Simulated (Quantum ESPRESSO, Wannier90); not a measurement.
## Wannier functions of SrAlGeH (P3m1)

```xyz
4
Lattice="4.2658 0.0000 0.0000 -2.1329 3.6943 0.0000 0.0000 0.0000 4.9673" Properties=species:S:1:pos:R:3 pbc="T T T"
Sr     2.1329    -1.2314     0.0228
Al     0.0000     0.0000     2.2753
Ge    -2.1329     1.2314    -2.1791
H      0.0000     0.0000     0.5228
```

Cell from Materials Project (mp-980057), symmetrised, no further relaxation. Not found in the COD (Crystallography Open Database) copy used; not checked further. Level: PBEsol, no spin polarisation, no spin-orbit coupling; pw.x of Quantum ESPRESSO at 63 Ry with PseudoDojo potentials, 6×6×4 k-points, Wannier90. Density: 12×12×6 mesh, Gaussian smearing 0.01 Ry. Spin-orbit coupling, left out, would split the p-like bands by a few tenths of an eV.

Band 10 is isolated and gives one Wannier function a cell (Ge3 4s 52 %, Al2 3p 20 %, Al2 3s 16 %; spread 2.93 Å²). Its on-site energy is ε = -8.565 eV relative to the valence-band maximum, and its hoppings t(R) = t(−R) to the nearer images are (images within this range that aren't listed have |t| under 5 meV):

```json
[
 {"R (lattice vectors; −R alike)": "0 1 0", "distance (Å)": "4.27", "t (eV)": "-0.194"},
 {"R (lattice vectors; −R alike)": "1 0 0", "distance (Å)": "4.27", "t (eV)": "-0.194"},
 {"R (lattice vectors; −R alike)": "1 1 0", "distance (Å)": "4.27", "t (eV)": "-0.194"},
 {"R (lattice vectors; −R alike)": "0 0 1", "distance (Å)": "4.97", "t (eV)": "-0.045"},
 {"R (lattice vectors; −R alike)": "0 1 -1", "distance (Å)": "6.55", "t (eV)": "-0.019"},
 {"R (lattice vectors; −R alike)": "0 1 1", "distance (Å)": "6.55", "t (eV)": "-0.019"},
 {"R (lattice vectors; −R alike)": "1 0 -1", "distance (Å)": "6.55", "t (eV)": "-0.019"},
 {"R (lattice vectors; −R alike)": "1 0 1", "distance (Å)": "6.55", "t (eV)": "-0.019"},
 {"R (lattice vectors; −R alike)": "1 1 -1", "distance (Å)": "6.55", "t (eV)": "-0.019"},
 {"R (lattice vectors; −R alike)": "1 1 1", "distance (Å)": "6.55", "t (eV)": "-0.019"}
]
```

### Question
Work out the band energy at Γ, M, K, A from these numbers.

### Answer
For one orbital E(k) = ε + Σ_R 2 t(R) cos(2π k·R), the sum over the listed R.
- Γ, k = (0.000, 0.000, 0.000): E = -8.565 + (-0.194)·(6.00) + (-0.045)·(2.00) + (-0.019)·(12.00) = -10.05 eV; pw.x: -9.81 eV
- M, k = (0.500, 0.000, 0.000): E = -8.565 + (-0.194)·(-2.00) + (-0.045)·(2.00) + (-0.019)·(-4.00) = -8.19 eV; pw.x: -8.09 eV
- K, k = (0.333, 0.333, 0.000): E = -8.565 + (-0.194)·(-3.00) + (-0.045)·(2.00) + (-0.019)·(-6.00) = -7.96 eV; pw.x: -7.80 eV
- A, k = (0.000, 0.000, 0.500): E = -8.565 + (-0.194)·(6.00) + (-0.045)·(-2.00) + (-0.019)·(-12.00) = -9.41 eV; pw.x: -9.24 eV

At these points the listed shells miss the plane-wave band by up to 0.24 eV, of a width of 2.01 eV on the path. With all its hoppings the model misses the band by 19 meV at worst on the whole path, so most of the miss comes from the hoppings not listed.
